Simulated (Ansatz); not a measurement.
**Notes on BaOsO$_{3}$**

```
Ba Os O
1.0
     4.09758    0.00000    0.00000
     0.00000    4.09758    0.00000
     0.00000    0.00000    4.09758
Ba Os O
1 1 3
Direct
  0.50000 0.50000 0.50000
  0.00000 0.00000 0.00000
  0.00000 0.50000 0.00000
  0.50000 0.00000 0.00000
  0.00000 0.00000 0.50000
```

Level: r2SCAN, no spin polarisation; 500 eV; 8×8×8 Γ-centred mesh; fermi-dirac occupations (width 0.1 eV); Ansatz 0.2.0, fixed geometry.

Q: Is there a gap?

A: It is a metal, with about 4.3 states/eV a cell as the mean within 0.25 eV of the Fermi level, mostly Os d (60 %) and O p (36 %).

Q: What does the stress say?

A: The pressure is -10.6 GPa (compression positive), so with the atoms held at these fractions the cell would first shrink.

Q: Is it stable against the elements?

A: -1.85 eV an atom against the elements' usual phases (free molecules for gases, crystals otherwise, with no correction for O₂ or N₂), so it is bound against them; other compounds may still compete. Relaxing would lower it.

Q: How is the charge shared?

A: Bader charges in e: Ba +1.61, Os +1.92, O -1.17. In the mean Os gives up most and O takes most.

Origin: a known structure type with other elements, at an estimated volume, so it need not be a known compound. Caveats: many states at the Fermi level without spin polarisation, so a magnetic state may lie lower; correlation that this level lacks may open a gap in such a compound.
